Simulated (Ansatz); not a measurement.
An Ansatz (a program for electronic structure) run. Input:

Ansatz 0.2 input:
```yaml
crystal:
  lattice:
    - [2.7430473961, 0.0, 0.0]
    - [0.0, 2.7430473961, 0.0]
    - [0.0, 0.0, 4.1429206647]
  atoms:
    - { symbol: Pt, position: [0.0, 0.0, 0.0] }
    - { symbol: W, position: [0.5, 0.5, 0.5] }
kpoints:
  mp_grid: { grid: [11, 11, 7] }
  band_path:
    path:
      - [[0.0, 0.0, 0.0], [0.0, 0.5, 0.0], [0.5, 0.5, 0.0], [0.0, 0.0, 0.0], [0.0, 0.0, 0.5], [0.0, 0.5, 0.5], [0.5, 0.5, 0.5], [0.0, 0.0, 0.5]]  # Γ-X-M-Γ-Z-R-A-Z
      - [[0.0, 0.5, 0.0], [0.0, 0.5, 0.5]]  # X-R
      - [[0.5, 0.5, 0.0], [0.5, 0.5, 0.5]]  # M-A
    npoints: 8
basis: { xc_grid: 2 }
hamiltonian:
  xc: pbe
  pseudopotentials: { kind: paw }
magnetization: { noncollinear: true, spin_orbit: true }
scf:
  n_extra_bands: 12
  convergence: { dr2_threshold: 0.0000000001 }
  occupations: { method: gaussian, width: 0.05 }
output: { eigenvalues: true }
```

Output (shortened):

```
Pseudopotentials: kind: paw_fr
Pseudopotential: Pt, paw_fr, valence charge 18
Pseudopotential: W, paw_fr, valence charge 14
Functional definition: PBE
non-collinear run that drives no moment, with spin-orbit …
Crystal: 2 atoms, lattice volume = 31.173 Å³
Basis set: ecut = 420 eV, 649 PW (Γ), exchange–correlation on 40×40×60 points (8 copies of the dense FFT grid, shifted against one another)
Bands: 44, of which v1, the nominal top of the filled ones, is band 32 counted from 1 (31 counted from 0)
Symmetry: 16 space group operations + 16 with time reversal
k-points: 84 of 847
Projection manifold: j_resolved (fully-relativistic pseudo-atomic orbitals)
Initial density: superposition of atomic densities (chi_scale 0.1, normalization cell, long waves kept (reshape's long-wave potential 0.00 eV rms))
Initial wavefunctions: pseudopotential atomic-orbital guess
Eigensolver: davidson
Functional: x = pbe(κ = 0.804, μ = 0.2195149727645171), c = pbe(β = 0.06672455060314922)
SCF iter   1: F=—  HF=-22968.690105 eV  |F-HF|=—  |Δ(HF+E_count)|=         —  Δρ=1.23e-1  dr2=7.17e0  dr2_m=0.00e0 (ungated)  ethr=3.10e-3  |M|=0.00e0 ∫|m|=0.00e0 μB  |m|>n=0.0e0 m-floor=0.0e0 τ_xc=0.0e0  β_m=0.30  ⟨swp⟩=6.1  Hψ=7860  notcnv=0  defer=70
all-band conjugate gradients solve this SCF's bands
preconditioner: auto → none
SCF iter   2: F=—  HF=-22967.750610 eV  |F-HF|=—  |Δ(HF+E_count)|=   9.39e-1  Δρ=6.31e-2  dr2=1.38e0  dr2_m=0.00e0 (ungated)  ethr=3.10e-3  |M|=0.00e0 ∫|m|=0.00e0 μB  |m|>n=0.0e0 m-floor=0.0e0 τ_xc=0.0e0  β_m=0.41  ⟨swp⟩=2.3  Hψ=3113  notcnv=0  defer=440
SCF iter   3: F=—  HF=-22967.462968 eV  |F-HF|=—  |Δ(HF+E_count)|=   2.88e-1  Δρ=2.25e-2  dr2=2.18e-1  dr2_m=0.00e0 (ungated)  ethr=3.10e-3  |M|=0.00e0 ∫|m|=0.00e0 μB  |m|>n=0.0e0 m-floor=0.0e0 τ_xc=0.0e0  β_m=0.43  ⟨swp⟩=2.0  Hψ=2507  notcnv=0  defer=440
SCF iter   4: F=—  HF=-22967.443427 eV  |F-HF|=—  |Δ(HF+E_count)|=   1.95e-2  Δρ=1.07e-2  dr2=3.29e-2  dr2_m=0.00e0 (ungated)  ethr=6.80e-4  |M|=0.00e0 ∫|m|=0.00e0 μB  |m|>n=0.0e0 m-floor=0.0e0 τ_xc=0.0e0  β_m=0.51  ⟨swp⟩=2.1  Hψ=2457  notcnv=0  defer=426
SCF iter   5: F=—  HF=-22967.443428 eV  |F-HF|=—  |Δ(HF+E_count)|=   1.15e-7  Δρ=2.60e-3  dr2=1.21e-3  dr2_m=0.00e0 (ungated)  ethr=1.03e-4  |M|=0.00e0 ∫|m|=0.00e0 μB  |m|>n=0.0e0 m-floor=0.0e0 τ_xc=0.0e0  β_m=0.54  ⟨swp⟩=1.9  Hψ=2135  notcnv=0  defer=410
SCF iter   6: F=—  HF=-22967.443737 eV  |F-HF|=—  |Δ(HF+E_count)|=   3.09e-4  Δρ=6.16e-4  dr2=4.00e-5  dr2_m=0.00e0 (ungated)  ethr=3.77e-6  |M|=0.00e0 ∫|m|=0.00e0 μB  |m|>n=0.0e0 m-floor=0.0e0 τ_xc=0.0e0  β_m=0.68  ⟨swp⟩=2.5  Hψ=2745  notcnv=0  defer=410
SCF iter   7: F=—  HF=-22967.443749 eV  |F-HF|=—  |Δ(HF+E_count)|=   1.18e-5  Δρ=8.99e-5  dr2=1.00e-6  dr2_m=0.00e0 (ungated)  ethr=1.25e-7  |M|=0.00e0 ∫|m|=0.00e0 μB  |m|>n=0.0e0 m-floor=0.0e0 τ_xc=0.0e0  β_m=0.74  ⟨swp⟩=2.3  Hψ=2985  notcnv=0  defer=410
SCF iter   8: F=—  HF=-22967.443749 eV  |F-HF|=—  |Δ(HF+E_count)|=   7.26e-7  Δρ=1.33e-5  dr2=3.13e-8  dr2_m=0.00e0 (ungated)  ethr=3.13e-9  |M|=0.00e0 ∫|m|=0.00e0 μB  |m|>n=0.0e0 m-floor=0.0e0 τ_xc=0.0e0  β_m=0.78  ⟨swp⟩=2.2  Hψ=2462  notcnv=0  defer=410
SCF iter  10: F=-22967.443749 eV  HF=-22967.443749 eV  |F-HF|=3.64e-12  |Δ(HF+E_count)|=  8.00e-11  Δρ=1.16e-7  dr2=1.18e-12  dr2_m=0.00e0 (ungated)  ethr=1.00e-12  |M|=0.00e0 ∫|m|=0.00e0 μB  |m|>n=0.0e0 m-floor=0.0e0 τ_xc=0.0e0  ⟨swp⟩=8.5  Hψ=5873  notcnv=0
SCF 1 converged in 10 iterations: F = -22967.443749 eV  dr2 = 1.18e-12
NSCF: frozen V_eff on 75 k-points
SCF converged after 10 iterations
Magnetization: |M| = 0.0000 μB,  M = (+0.0000, +0.0000, +0.0000) μB
Absolute magnetization: 0.0000 μB (∫|m|)
  site 0: m = (+0.0000, +0.0000, +0.0000) μB, |m| = 0.0000 μB  (R = 1.13 Å)
  site 1: m = (+0.0000, +0.0000, +0.0000) μB, |m| = 0.0000 μB  (R = 1.13 Å)
Free energy (F): -22967.443749 eV
Harris-Foulkes:  -22967.443749 eV  (|F-HF|=3.64e-12)
Internal energy: -22967.442210 eV  (E = F + TS)
E sigma→0 (E₀):  -22967.442980 eV
Entropy (-TS):   -0.001539 eV (-0.770 meV/atom)
Fermi energy:    23.313923 eV
--- Per-component energies (eV) ---
  E_band       = -230.584074
  E_kinetic    = 1086.247424
  E_local      = -2152.143024  (includes V_loc(G=0)·N_el)
  E_nonlocal   = 181.701390
  E_hartree    = 801.275800
  E_xc         = -529.096709
  E_vxc        = -542.549168  (∫ρ·V_xc dr)
  E_paw        = -18062.716934  (= ΣΔE_a)
  E_vpaw       = -406.392406  (= ΣTr[D̂ρ^β])
  E_aug_tail   = 0.000111  (compensation charges beyond the density's cutoff)
  E_ewald      = -4292.710267
  E_smearing   = -0.001539  (= −TS)
  E_closure    = 0.000000  (closes the sum)
  Σ components = -22967.443749   (vs F -22967.443749, Δ=0.00e0)
  [band-id]    e_kinetic+e_local+e_nonlocal+2·e_hartree+e_vxc+e_vpaw+e_augmentation_tail = -230.584074   (vs E_band -230.584074, Δ=7.27e-7)
--- Band table (eV; the first three rows and the last of 84) ---
  k-point 0: bands = ["-75.8981", "-75.8981", "-50.9994", "-50.9994", "-41.1833", "-41.1833", "-26.2333", "-26.2333", "-26.0686", "-26.0686", "-22.2509", "-22.2509", "-12.5541", "-12.5541", "-12.1295", "-12.1295", "12.8933", "12.8933", "15.9422", "15.9422", "16.4661", "16.4661", "19.4758", "19.4758", "19.7910", "19.7910", "20.3848", "20.3848", "21.8463", "21.8463", "22.3696", "22.3696", "23.9621", "23.9621", "26.1571", "26.1571", "26.5348", "26.5348", "27.2948", "27.2948", "32.8316", "32.8316", "34.1994", "34.1994"]
  k-point 1: bands = ["-75.8981", "-75.8981", "-50.9995", "-50.9995", "-41.1832", "-41.1832", "-26.2323", "-26.2323", "-26.0684", "-26.0684", "-22.2520", "-22.2520", "-12.5602", "-12.5602", "-12.1302", "-12.1302", "13.1557", "13.1557", "16.0293", "16.0293", "16.5367", "16.5367", "19.5429", "19.5429", "19.7908", "19.7908", "20.3521", "20.3521", "21.8596", "21.8596", "21.8955", "21.8955", "23.3504", "23.3504", "25.8193", "25.8193", "26.2058", "26.2058", "27.1939", "27.1939", "33.7335", "33.7335", "35.1628", "35.1628"]
  k-point 2: bands = ["-75.8981", "-75.8981", "-50.9996", "-50.9996", "-41.1830", "-41.1830", "-26.2300", "-26.2300", "-26.0682", "-26.0682", "-22.2548", "-22.2548", "-12.5738", "-12.5738", "-12.1317", "-12.1317", "13.8955", "13.8955", "16.1900", "16.1900", "16.7152", "16.7152", "19.5560", "19.5560", "19.6205", "19.6205", "20.4579", "20.4579", "20.7824", "20.7824", "21.9026", "21.9026", "22.4604", "22.4604", "25.0487", "25.0487", "25.4348", "25.4348", "27.0623", "27.0623", "35.7642", "35.7642", "37.4402", "37.4402"]
  k-point 83: bands = ["-75.8725", "-75.8725", "-50.8852", "-50.8852", "-41.2585", "-41.2585", "-26.3873", "-26.3873", "-26.2877", "-26.2877", "-22.5268", "-22.5268", "-13.0390", "-13.0390", "-12.7229", "-12.7229", "16.7824", "16.7824", "17.6709", "17.6709", "18.0681", "18.0681", "18.1715", "18.1715", "19.8589", "19.8589", "20.2862", "20.2862", "20.8627", "20.8627", "23.1718", "23.1718", "24.1562", "24.1562", "28.4948", "28.4948", "29.3391", "29.3391", "30.6854", "30.6854", "31.3825", "31.3825", "32.5938", "32.5938"]
  band table: 44 of 44 bands, residual norms ≤ 1.0e-3 eV
```

Cost: around 25 core-seconds (rough) on shared cores.

Space group P4/mmm (L1₀ or tetragonal B2). The start of the workflow was typed in or built on a structure type; neither database checked (COD, Materials Project) lists it. Whether it is the stable phase at ambient conditions was not checked. Symmetry was held in the PBE relaxation; whether a distortion lowers the energy is not shown. No spin polarisation was allowed. Axis ratios of metals converge slowly with the k-mesh, so a and c are less sure than the volume.

Potentials: the later of the program's two PAW sets.

Ansatz is a plane-wave DFT program.
